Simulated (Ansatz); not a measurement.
The start is a generated cell, Ta built in the dhcp structure type. A full variable-cell relaxation at zero pressure is run with PBEsol (plane waves to 420 eV, PAW, scalar-relativistic; Ansatz, an electronic-structure program). The first steps use a coarse 13×13×4 k-mesh.

The start:
```yaml
crystal:
  lattice:
    - [2.96361, 0.00000, 0.00000]
    - [-1.48181, 2.56656, 0.00000]
    - [0.00000, 0.00000, 9.53544]
  atoms:
    - { symbol: Ta, position: [0.00000, 0.00000, 0.00000] }
    - { symbol: Ta, position: [0.00000, 0.00000, 0.50000] }
    - { symbol: Ta, position: [0.33333, 0.66667, 0.25000] }
    - { symbol: Ta, position: [0.66667, 0.33333, 0.75000] }
```

```yaml
outcome: The space group stays P6₃/mmc (No. 194) (the run could not lower it); the end is AFLOW prototype A_hP4_194_ac (A3', as in La), with 4 atoms in the primitive cell
energy_released: 0.02 eV/atom
band_gap_at_the_end: no gap (metallic)
optimiser_moves: 8
```

The end point of the relaxation:

```cif
data_Ta4
_chemical_formula_sum 'Ta4'
_space_group_name_H-M_alt 'P63/mmc'
_space_group_IT_number 194
_space_group_name_Hall '-P 6c 2c'
_cell_length_a 2.90511
_cell_length_b 2.90511
_cell_length_c 9.94300
_cell_angle_alpha 90.000
_cell_angle_beta 90.000
_cell_angle_gamma 120.000
loop_
_atom_site_label
_atom_site_type_symbol
_atom_site_symmetry_multiplicity
_atom_site_Wyckoff_symbol
_atom_site_fract_x
_atom_site_fract_y
_atom_site_fract_z
_atom_site_occupancy
Ta1 Ta 2 a 0.00000 0.00000 0.00000 1
Ta2 Ta 2 c 0.33333 0.66667 0.25000 1
```

Final values are on a 18×18×5 k-mesh of the relaxed cell. No spin polarisation in the result.

The run could not lose the symmetry of its start, so the end can be a saddle point.

All atoms sit on sites fixed by symmetry, so only the cell could relax.

The relaxed structure here is a generated cell of Ta: the first start was made by placing the elements on the sites of a structure type, and the end was not matched to a known phase here, so it may be hypothetical. Known forms of Ta include space group No. 229.
